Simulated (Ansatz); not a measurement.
Orderings of Cu5Mo on the fcc lattice

Theory: DFT PBE, scalar-relativistic, plane waves, PAW in Ansatz 0.2.0. All cells share a 420 eV cutoff and Γ-centred k meshes spaced about 0.3 Å⁻¹ or finer (0.25 for metals, 2π included). No spin polarisation.

Temperature and zero-point effects are left out. Each row is a relaxed arrangement of Cu and Mo on shared sites of the fcc type. The column n gives the unlike atoms among the 12 nearest shared sites, averaged over those sites; energies count from the lowest row.

| row | space group | source | atoms | n (of 12) | V (Å³/atom) | gap on mesh (eV) | ΔE (meV/atom) |
| --- | --- | --- | --- | --- | --- | --- | --- |
| 1 | P-3m1 (No. 164) | invented | 12 | 1.00 | 12.86 | 0 | 45 |
| 2 | P4/nmm (No. 129) | invented | 12 | 1.33 | 12.64 | 0 | 0 |
| 3 | P-3m1 (No. 164) | invented | 6 | 2.00 | 12.83 | 0 | ? |
| 4 | P4/mmm (No. 123) | invented | 6 | 2.67 | 12.61 | 0 | 18 |

The cell of row 3:

```cif
data_structure
_symmetry_space_group_name_H-M 'P 1'
_symmetry_Int_Tables_number 1
_cell_length_a 2.6320
_cell_length_b 2.6320
_cell_length_c 12.8352
_cell_angle_alpha 90.000
_cell_angle_beta 90.000
_cell_angle_gamma 120.000
_cell_volume 77.00
loop_
_atom_site_label
_atom_site_type_symbol
_atom_site_fract_x
_atom_site_fract_y
_atom_site_fract_z
_atom_site_occupancy
Cu1 Cu 0.66667 0.33333 0.82143 1
Cu2 Cu 0.33333 0.66667 0.66030 1
Cu3 Cu 0.33333 0.66667 0.17857 1
Cu4 Cu 0.66667 0.33333 0.33970 1
Cu5 Cu 0.00000 0.00000 0.50000 1
Mo1 Mo 0.00000 0.00000 0.00000 1
```

Question: Take rows 1 and 4 to fix a model with nearest pairs alone, and estimate the missing value.

Answer: The slope is (18 − 45)/(2.67 − 1.00) = -16.2 meV/atom for each unlike neighbour. At n = 2.00 that gives 45 + (-16.2) × (2.00 − 1.00) = 29 meV/atom. The computed value is 65 meV/atom, so the model is off by -36. Nearest pairs aren't enough here: farther pairs and the strain of relaxing around atoms of unlike size count too.

The k mesh leaves some 4 meV/atom of noise in the energy of each metallic cell. The one arrangement computed on the hcp type lies 70 meV/atom higher than the lowest row. Only small cells were tried. Some types were kept out of the candidates beforehand, so the set may lack a known form.
